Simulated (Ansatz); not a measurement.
SnO2 with Ti replacing Sn: gradients before and after relaxing the atoms

Start: a supercell of SnO2 (rutile type, P4_2/mnm) built from a refined structure from the COD, with all atoms left at the host's positions.

```cif
data_TiSn11O24
_symmetry_space_group_name_H-M 'Pmmm'
_symmetry_Int_Tables_number 47
_cell_length_a 6.7005
_cell_length_b 6.7005
_cell_length_c 9.5595
_cell_angle_alpha 90.000
_cell_angle_beta 90.000
_cell_angle_gamma 90.000
loop_
_atom_site_label
_atom_site_type_symbol
_atom_site_symmetry_multiplicity
_atom_site_Wyckoff_symbol
_atom_site_fract_x
_atom_site_fract_y
_atom_site_fract_z
Ti Ti 1 a 0.0000 0.0000 0.0000
Sn2 Sn 2 q 0.0000 0.0000 0.3333
Sn4 Sn 1 f 0.5000 0.5000 0.0000
Sn5 Sn 2 t 0.5000 0.5000 0.3333
Sn7 Sn 2 s 0.5000 0.0000 0.1667
Sn8 Sn 1 d 0.5000 0.0000 0.5000
Sn10 Sn 2 r 0.0000 0.5000 0.1667
Sn11 Sn 1 g 0.0000 0.5000 0.5000
O13 O 2 i 0.3071 0.0000 0.0000
O14 O 4 w 0.3071 0.0000 0.3333
O16 O 2 k 0.8071 0.5000 0.0000
O17 O 4 x 0.8071 0.5000 0.3333
O19 O 4 v 0.5000 0.3071 0.1667
O20 O 2 p 0.5000 0.3071 0.5000
O22 O 4 u 0.0000 0.8071 0.1667
O23 O 2 n 0.0000 0.8071 0.5000
```

One atom of each set is listed.

Method: Kohn–Sham DFT in Ansatz, PBE, plane waves and PAW, scalar-relativistic, 420 eV cutoff, Γ-centred 3×3×2 k-points, Fermi–Dirac smearing 0.01 eV.

The largest force at the start is 1.8 eV/Å. Relaxing the ions at fixed cell moves them by 0.088 Å at most (atom 24, O) and 0.036 Å rms.

```tsv
site	moved (Å)	first shell before	first shell after	V_zz before (10²¹ V/m²)	η before
Ti	0.000	6 O at 2.05–2.06 Å	6 O at 1.97–2.00 Å	3.40	0.39
Sn2	0.031	6 O at 2.05–2.06 Å	6 O at 2.05–2.08 Å	-4.85	0.85
Sn4	0.000	6 O at 2.05–2.06 Å	6 O at 2.04–2.06 Å	-5.52	0.96
Sn5	0.004	6 O at 2.05–2.06 Å	6 O at 2.05–2.06 Å	-5.59	0.91
Sn7	0.025	6 O at 2.05–2.06 Å	6 O at 2.05–2.07 Å	-5.94	0.85
Sn8	0.000	6 O at 2.05–2.06 Å	6 O at 2.05–2.07 Å	-5.55	0.94
Sn10	0.015	6 O at 2.05–2.06 Å	6 O at 2.05–2.08 Å	-5.68	0.88
Sn11	0.000	6 O at 2.05–2.06 Å	6 O at 2.05–2.06 Å	-5.63	0.90
O13	0.063	2 Sn at 2.05 Å, 1 Ti at 2.06 Å	1 Ti at 2.00 Å, 2 Sn at 2.07 Å	-8.03	0.30
O22	0.088	2 Sn at 2.05–2.06 Å, 1 Ti at 2.05 Å	1 Ti at 1.97 Å, 2 Sn at 2.08 Å	-7.62	0.57
```

(1) What are V_zz and η after the relaxation?

Results:

(1) 

```
site  V_zz after  η after  change of V_zz
  Ti       -2.52     0.93               –
 Sn2        6.68     0.05               –
 Sn4        5.89     0.35               –
 Sn5        5.63     0.58               –
 Sn7        5.32     0.34               –
 Sn8        6.10     0.32               –
Sn10       -5.43     0.65           +0.25
Sn11        6.40     0.30               –
 O13       -8.44     0.17           -0.41
 O22       -7.54     0.58           +0.08
```

The largest change of V_zz along a kept axis is on O13, from -8.03 to -8.44. The whole tensor moves most on Sn2, by 3.54 along its most changed direction. In per cent, |V_zz| changes by -4 on Sn, -1 to +5 on O (all sites that start above 0.5, bar those whose gradient vanishes or changes sign or whose main axis turns by over 40°). Where |V_zz| stays above 0.1 and the axes keep their order, η moves most on Sn10, from 0.88 to 0.65. On Sn7, Sn11, Sn5, Sn8, Sn4, Sn2, Ti the largest principal value lies along another axis in the second run, so the two V_zz can't be compared directly. The table leaves out 6 of the 16 sites, with |V_zz| up to 11.07; their tensors move by 0.56 at most along any direction. The statements above cover all sites.

The defect repeats with the cell of 36 atoms, so it feels its images: sites between two images don't show the values beside a lone defect, and zeros or small values of η there can come from the images' arrangement. O and Sn carry a gradient in the pure host already, so the values there aren't the defect's effect alone. Without spin–orbit coupling (the program notes it for Sn) the gradients are little affected as a rule: paired runs on crystals with a gap mostly move them by under 2 % at such atoms.
Before: The cell keeps the host's lattice, where the PBE pressure is 9 GPa. The neighbours have not yet relaxed around the defect (largest force 1.8 eV/Å), so a real crystal will differ.
After: The relaxation keeps the site symmetry mmm of the start, so the impurity can't leave its site; a start off the site could end lower. The cell keeps the host's lattice, where the PBE pressure is 8 GPa.
